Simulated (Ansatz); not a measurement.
Lu3InN:
```xyz
5
Lattice="4.6182 0.0000 0.0000 0.0000 4.6182 0.0000 0.0000 0.0000 4.6182" Properties=species:S:1:pos:R:3 pbc="T T T"
In     0.0000     0.0000     0.0000
Lu     2.3091     2.3091     0.0000
Lu     0.0000     2.3091     2.3091
Lu     2.3091     0.0000     2.3091
N      2.3091     2.3091     2.3091
```

Relaxed with PBEsol. Special points in fractions of this cell's reciprocal vectors: Γ (0.000, 0.000, 0.000); X (0.000, 0.500, 0.000); M (0.500, 0.500, 0.000); R (0.500, 0.500, 0.500).

### Question
List the band energies nearest the Fermi level at these points for plane-wave PAW PBEsol (Ansatz code).

### Answer
In eV from the Fermi level; about four levels below and three above (degenerate sets whole), none deeper than 8.9 eV; points with the same levels are listed once.

```tsv
k	below	above
Γ	-1.37 -1.37 -0.74 -0.74 -0.74	1.15 1.15 1.15
X	-3.05 -3.05 -1.19 -1.19 -0.29	0.37 1.64 2.40
M	-3.57 -2.50 -2.50 -1.41	0.86 1.35 1.35
R	-4.81 -4.81 -4.81 -4.81 -1.23 -1.23 -1.23	0.38 0.38 0.38
```

Space group Pm-3m (anti-perovskite). The workflow started from an entry of the Crystallography Open Database (COD). Whether it is the stable phase at ambient conditions was not checked. Symmetry was held in the PBEsol relaxation; its stability against distortions is not shown here. With an odd number of electrons in the cell and no spin polarisation, the count alone makes it a metal. Scalar-relativistic: spin–orbit coupling is off unless named, which matters more the heavier the elements.

Potentials: the later of the program's two PAW sets.
